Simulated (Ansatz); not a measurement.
# Ca (P6_3/mmc), stationary points along a deformation path

Level of theory: Ansatz 0.2.0, DFT r2SCAN, scalar-relativistic, plane waves, PAW. Settings: plane waves to 500 eV, k-mesh 15×15×8 (Γ-centred), Gaussian smearing 0.15 eV. No spin polarisation. Energies are free energies at this smearing, counted from the undisturbed cell; pressure is positive in compression.

Zero of the scan (as given, not relaxed at this level; it stands at -0.5 GPa; this form isn't the usual structure):

```
Ca
1.0
     3.98000    0.00000    0.00000
    -1.99000    3.44678    0.00000
     0.00000    0.00000    6.52000
Ca
2
Direct
  0.33333 0.66667 0.25000
  0.66667 0.33333 0.75000
```

At fixed volume and fractional coordinates, lengths along (0.000, 0.000, 1.000) are scaled against those across it; ρ is that ratio over its starting value. V = 44.721 Å³/atom. Δσ is the stress along the axis less the mean stress across it (compression positive).

| ρ | ΔE (meV/atom) | Δσ (GPa) | space group |
| --- | --- | --- | --- |
| 0.850 | 62.9 | 3.73 | P6_3/mmc |
| 0.920 | 19.3 | 2.20 | P6_3/mmc |
| 1.000 | 0.0 | 0.03 | P6_3/mmc |
| 1.100 | 28.3 | -3.36 | P6_3/mmc |
| 1.200 | 110.5 | -6.75 | P6_3/mmc |

Q: How does the stress give the slope of the energy, and where is the energy stationary?

A: Along the path d ln(length) is 2/3 d ln ρ on the axis and −1/3 d ln ρ across it, so dE/d ln ρ = −(2/3) V Δσ: the energy falls with ρ where Δσ is positive. Δσ vanishes or changes sign between ρ = 1.000 and 1.100, a minimum (near 1.00 by linear interpolation). Pairs of stationary points between two samples would go unseen, and could change a minimum read from distant neighbours into a maximum.

Q: Integrate that slope from ρ = 1 to 0.850 by the trapezoid rule.

A: With V/N in Å³ and 1 eV/Å³ = 160.2 GPa the slopes at ρ = 1.000, 0.920, 0.850 are -6, -410, -694 meV/atom per unit of ln ρ. The steps add 17.4 + 43.7 = 61.1 meV/atom, against 62.9 from the energies; the trapezoid rule misses the curvature of the slope within each step.

In a metal these slopes depend on the k mesh and the smearing.